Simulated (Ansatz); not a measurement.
# Zincblende alloy of ZnSe and BeSe (20 of 32 Zn sites exchanged), 64 atoms

Ansatz, PAW, plane waves. PBEsol relaxation of volume and atoms (shape held) at the single k point (¼, ¼, ¼) without its symmetry partners; single points on the relaxed atoms at the single k point (¼, ¼, ¼) without its symmetry partners, onto which points of the small cell's zone fold. Arrangement: clustered. No spin–orbit coupling unless named.

Relaxed structure:

```cif
data_structure
_symmetry_space_group_name_H-M 'P 1'
_symmetry_Int_Tables_number 1
_cell_length_a 10.6449
_cell_length_b 10.6449
_cell_length_c 10.6449
_cell_angle_alpha 90.000
_cell_angle_beta 90.000
_cell_angle_gamma 90.000
_cell_volume 1206.22
loop_
_atom_site_label
_atom_site_type_symbol
_atom_site_fract_x
_atom_site_fract_y
_atom_site_fract_z
_atom_site_occupancy
Be1 Be 0.99918 0.99116 0.99702 1
Be2 Be 0.99678 0.99385 0.50207 1
Be3 Be 0.99504 0.50622 0.50554 1
Be4 Be 0.49979 0.98871 0.99878 1
Be5 Be 0.50141 0.99142 0.49978 1
Be6 Be 0.24931 0.76056 0.99939 1
Be7 Be 0.24750 0.75762 0.50018 1
Be8 Be 0.75484 0.24191 0.50484 1
Be9 Be 0.75018 0.75761 0.99753 1
Be10 Be 0.75286 0.75574 0.50287 1
Be11 Be 0.24873 0.98874 0.24987 1
Be12 Be 0.24699 0.99117 0.74929 1
Be13 Be 0.74972 0.99142 0.25151 1
Be14 Be 0.75201 0.99382 0.74681 1
Be15 Be 0.75550 0.50619 0.74504 1
Be16 Be 0.99405 0.24183 0.74407 1
Be17 Be 0.00003 0.75790 0.25210 1
Be18 Be 0.99693 0.75495 0.74696 1
Be19 Be 0.50061 0.76083 0.25062 1
Be20 Be 0.50208 0.75792 0.75005 1
Zn1 Zn 0.00001 0.50818 0.99471 1
Zn2 Zn 0.50370 0.51126 0.99926 1
Zn3 Zn 0.50724 0.50869 0.50313 1
Zn4 Zn 0.24755 0.23856 0.99762 1
Zn5 Zn 0.24499 0.24160 0.50224 1
Zn6 Zn 0.75212 0.24148 0.99500 1
Zn7 Zn 0.24932 0.51131 0.25370 1
Zn8 Zn 0.24469 0.50824 0.75012 1
Zn9 Zn 0.75314 0.50869 0.25716 1
Zn10 Zn 0.99956 0.24189 0.25649 1
Zn11 Zn 0.50310 0.23899 0.25315 1
Zn12 Zn 0.50643 0.24183 0.74950 1
Se1 Se 0.12248 0.10215 0.12694 1
Se2 Se 0.11516 0.11068 0.63190 1
Se3 Se 0.12449 0.64705 0.12339 1
Se4 Se 0.11584 0.63812 0.61788 1
Se5 Se 0.62592 0.10229 0.12184 1
Se6 Se 0.63390 0.11089 0.61722 1
Se7 Se 0.62793 0.64751 0.12897 1
Se8 Se 0.63584 0.63960 0.63391 1
Se9 Se 0.37498 0.37433 0.12499 1
Se10 Se 0.37530 0.37516 0.62553 1
Se11 Se 0.37521 0.87491 0.12527 1
Se12 Se 0.37514 0.87464 0.62516 1
Se13 Se 0.87548 0.37508 0.12529 1
Se14 Se 0.87491 0.37456 0.62493 1
Se15 Se 0.87512 0.87465 0.12519 1
Se16 Se 0.87534 0.87506 0.62536 1
Se17 Se 0.37176 0.10231 0.37598 1
Se18 Se 0.37692 0.10216 0.87253 1
Se19 Se 0.37896 0.64752 0.37799 1
Se20 Se 0.37336 0.64709 0.87456 1
Se21 Se 0.86721 0.11090 0.38393 1
Se22 Se 0.88187 0.11067 0.86517 1
Se23 Se 0.88386 0.63958 0.38586 1
Se24 Se 0.86786 0.63813 0.86588 1
Se25 Se 0.11562 0.38608 0.38570 1
Se26 Se 0.11392 0.36268 0.86394 1
Se27 Se 0.12351 0.87662 0.37708 1
Se28 Se 0.12317 0.87264 0.87320 1
Se29 Se 0.63572 0.36429 0.38572 1
Se30 Se 0.63569 0.38604 0.86562 1
Se31 Se 0.62708 0.87333 0.37713 1
Se32 Se 0.62705 0.87662 0.87355 1
```

Q: What are the mean bond lengths by pair (pairs within 1.2 times the sum of covalent radii, less contacts 15 % beyond the pair's median; cation–cation pairs of compounds aside; long ionic contacts are cut short by that bound)?

A: Be–Se 2.250 ± 0.017 Å (standard deviation, 80 bonds); Se–Zn 2.402 ± 0.009 Å (standard deviation, 48 bonds).

Q: What gap lies between the top filled and the lowest empty level in the single points?

A: HSE06 4.02 eV (40 s on NVIDIA GB300). Away from Γ this isn't the crystal's band gap.
